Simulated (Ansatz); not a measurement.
Relaxed-ion elastic tensor of Pd (bcc (W type), space group No. 229) in GPa (Voigt order), DFT-r²SCAN+D4 in the program Ansatz with PAW potentials; density 11.86 g/cm³, 14.90 Å³ per atom.

```
167  196  196  0.0  0.0  0.0
196  167  196  0.0  0.0  0.0
196  196  167  0.0  0.0  0.0
0.0  0.0  0.0  102  0.0  0.0
0.0  0.0  0.0  0.0  102  0.0
0.0  0.0  0.0  0.0  0.0  102
```

### Question
Is the crystal mechanically stable?

### Answer
No: the smallest eigenvalue of C is -28.5 GPa.

Space group Im-3m (bcc (W type)). The workflow started from a Materials Project entry (that database holds measured and hypothetical structures alike); the Crystallography Open Database copy checked does not list it. It is not the phase usual at ambient conditions (space group No. 225). Symmetry was held in the r²SCAN+D4 relaxation. At this level the phase is mechanically unstable. The run is not spin-polarised. The pairwise dispersion correction was not fitted to metals. As this level gives no gap, shear constants depend on the k-mesh and smearing (Fermi–Dirac, 0.1 eV here). On the denser mesh and wider smearing of the elastic run this cell carries a stress of 0.3 GPa.

Potentials: the later of the program's two PAW sets.
